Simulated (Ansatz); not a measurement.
Total density of states per atom from plane-wave PAW PBE (Ansatz code), in 0.25 eV bins, energy from the valence-band maximum:

```
E (eV) | states/eV/atom
    -7.85 | ############## 0.24
    -7.60 | ############## 0.25
    -7.35 | ############## 0.24
    -7.10 | ############## 0.25
    -6.85 | ############### 0.27
    -6.60 | ################ 0.29
    -6.35 | ################# 0.30
    -6.10 | ################# 0.31
    -5.85 | ################# 0.30
    -5.60 | ################# 0.30
    -5.35 | ################# 0.31
    -5.10 | ################## 0.32
    -4.85 | ################### 0.35
    -4.60 | ###################### 0.40
    -4.35 | ################### 0.35
    -4.10 | ################# 0.31
    -3.85 | ################# 0.30
    -3.60 | ##################### 0.37
    -3.35 | ###################### 0.40
    -3.10 | ####################### 0.41
    -2.85 | ######################### 0.45
    -2.60 | ##################### 0.37
    -2.35 | ################# 0.31
    -2.10 | ######### 0.17
    -1.85 | ##### 0.10
    -1.60 | ### 0.05
    -1.35 | ## 0.03
    -1.10 | # 0.02
    -0.85 | # 0.02
    -0.60 | # 0.01
    -0.35 |  0.01
    -0.10 |  0.00
     0.15 |  0.00
     0.40 |  0.00
     0.65 |  0.00
     0.90 |  0.00
     1.15 |  0.00
     1.40 |  0.00
     1.65 |  0.00
     1.90 |  0.00
     2.15 |  0.01
     2.40 | # 0.02
     2.65 | ## 0.03
     2.90 | ### 0.05
     3.15 | ##### 0.08
     3.40 | ####### 0.12
     3.65 | ######### 0.17
     3.90 | ############### 0.27
     4.15 | ############################## 0.54
     4.40 | ########################## 0.47
     4.65 | ################## 0.31
     4.90 | ############## 0.26
     5.15 | ############## 0.25
     5.40 | ################ 0.28
     5.65 | ############################ 0.49
     5.90 | ########################## 0.47
     6.15 | #################### 0.35
     6.40 | ################## 0.32
     6.65 | #################### 0.35
```

**Question.** Pick the material that matches.
(A) NbC, rock salt
(B) RbBr, rock salt
(C) C, P6_222 (C on 3c)
(D) BP, P6_222 (B on 3d, P on 3c)

**Answer.** C, C, P6_222 (C on 3c). Top 1 eV of the valence band: C 2p 98 %. Bottom 1 eV of the conduction band: C 2p 87 %, outside the projected shells 9 %. Projections are on Löwdin-orthogonalised atomic valence shells; empty p or d shells of many metals are not among them.

The start of the workflow was typed in or built on a structure type; neither database checked (COD, Materials Project) lists it. It is not the phase usual at ambient conditions (space group No. 194, 227). The PBE relaxation kept the symmetry of its start; its stability against distortions is not shown here.

Potentials: the later of the program's two PAW sets.
